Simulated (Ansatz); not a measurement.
The relaxed structure here is a generated cell of ZnO: the first start was made by placing the elements on the sites of a structure type, and the end was not matched to a known phase here, so it may be hypothetical. Known forms of ZnO include space group No. 186.

A relaxed structure of ZnO. Space group P6₂22 (No. 180). These are PBE (plane waves to 420 eV, PAW, scalar-relativistic; Ansatz, a quantum-chemistry and plane-wave program) values and carry that method's errors.

```xyz
6
Lattice="3.1677 0.0000 0.0000 -1.5838 2.7433 0.0000 0.0000 0.0000 7.6212" Properties=species:S:1:pos:R:3 pbc="T T T"
Zn     1.5838     0.0000     0.0000
Zn    -0.7919     1.3717     5.0808
Zn     0.7919     1.3717     2.5404
O      1.5838     0.0000     3.8106
O     -0.7919     1.3717     1.2702
O      0.7919     1.3717     6.3510
```

| Quantity | Value |
|---|---|
| Volume per atom | 11.04 Å³ |
| Band gap | 0.30 eV, indirect (valence top at A, conduction bottom at Γ) (no spin-orbit coupling) |
| Smallest direct gap | 0.74 eV at Γ |
| Shortest distances | O–Zn 2.03 Å; O–O 2.99 Å; Zn–Zn 2.99 Å |
| k-mesh | 12×12×5 |

Band energies at high-symmetry points (eV from the VBM; labels of this space group; no spin-orbit coupling), from −5 eV up to 3.9 eV:

```csv
point,energies
Γ,-4.92 -3.42 -3.42 -2.15 -0.94 -0.94 -0.88 -0.75 -0.44 -0.44 0.30
M,-4.96 -4.81 -4.76 -4.72 -4.66 -4.56 -4.34 -4.16 -3.72 -2.52 -2.02 -1.64 -1.38 -1.13 -1.10
K,-4.86 -4.81 -4.81 -4.62 -4.62 -4.51 -4.33 -3.62 -3.62 -3.49 -2.29 -2.29 -2.02 -1.22 -1.22
A,-5.00 -3.84 -2.26 -2.26 -1.52 -1.52 -0.90 -0.90 -0.89 0.00 2.12 2.12
L,-5.00 -4.81 -4.79 -4.77 -4.65 -4.53 -4.31 -4.09 -3.13 -3.03 -2.09 -1.44 -1.31 -1.23 -1.19
H,-4.88 -4.88 -4.78 -4.72 -4.67 -4.67 -3.87 -3.47 -3.47 -2.94 -2.94 -2.35 -2.35 -1.64 -0.65
```

No spin polarisation in the result.

The run could not lose the symmetry of its start: the end is stationary, and may be a saddle point rather than a minimum.
